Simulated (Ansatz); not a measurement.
CoTe:
```xyz
4
Lattice="3.8517 0.0000 0.0000 -1.9258 3.3356 0.0000 0.0000 0.0000 5.2018" Properties=species:S:1:pos:R:3 pbc="T T T"
Co     0.0000     0.0000     2.6009
Co     0.0000     0.0000     0.0000
Te     1.9258     1.1119     3.9014
Te     0.0000     2.2238     1.3005
```

Relaxed with PBEsol. Special points in fractions of this cell's reciprocal vectors: Γ (0.000, 0.000, 0.000); M (0.500, 0.000, 0.000); K (0.333, 0.333, 0.000); A (0.000, 0.000, 0.500); L (0.500, 0.000, 0.500); H (0.333, 0.333, 0.500).

List the band energies nearest the Fermi level at these points for the program Ansatz at the PBEsol with spin–orbit coupling level (PAW).

In eV from the Fermi level; about four levels below and three above (degenerate sets whole), none deeper than 8.9 eV; points with the same levels are listed once.

```
k                    below                above
-  -----------------------  -------------------
Γ  -0.69 -0.69 -0.61 -0.61  0.59 0.59 1.60 1.60
M  -0.69 -0.69 -0.16 -0.16  1.31 1.31 2.91 2.91
K  -0.52 -0.52 -0.40 -0.40  0.37 0.37 0.40 0.40
A  -0.84 -0.84 -0.84 -0.84  1.28 1.28 1.28 1.28
L  -1.26 -1.26 -1.26 -1.26  0.03 0.03 0.03 0.03
H  -0.80 -0.80 -0.72 -0.72  2.71 2.71 2.90 2.90
```

Space group P6_3/mmc (NiAs type). The first step of the workflow began from a Materials Project structure, measured or hypothetical; the Crystallography Open Database files this formula in space group No. 194, but the cells were not matched. Whether it is the stable phase at ambient conditions was not checked. Symmetry was held in the PBEsol relaxation; of distortions, only those at the zone centre were tested. No spin polarisation was allowed.

Potentials: the later of the program's two PAW sets.
